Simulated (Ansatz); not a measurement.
Given:

GaP:
```cif
data_GaP
_chemical_formula_sum 'Ga1 P1'
_space_group_name_H-M_alt 'P 1'
_space_group_IT_number 1
_cell_length_a 3.89341
_cell_length_b 3.89341
_cell_length_c 3.89341
_cell_angle_alpha 60.000
_cell_angle_beta 60.000
_cell_angle_gamma 60.000
loop_
_space_group_symop_operation_xyz
  'x, y, z'
loop_
_atom_site_label
_atom_site_type_symbol
_atom_site_fract_x
_atom_site_fract_y
_atom_site_fract_z
_atom_site_occupancy
Ga1 Ga 0.00000 0.00000 0.00000 1
P1 P 0.75000 0.75000 0.75000 1
```

This is the PBE-relaxed structure.

Question: All from the program Ansatz at the PBE level (PAW), unless another level is named. Predict the band gap.

Answer: 1.58 eV (direct).

Question: And the formation energy from the elements (no fitted shifts)?

Answer: -42 kJ/mol of atoms.

Question: Predict the valence-band maximum.

Answer: at Γ.

Space group F-43m (zinc blende). The PBE relaxation kept the symmetry of its start. The references are the lowest solids computed at this level, not always the standard phases. Scalar-relativistic: spin–orbit coupling is off unless named, which matters more the heavier the elements.

Potentials: the later of the program's two PAW sets.
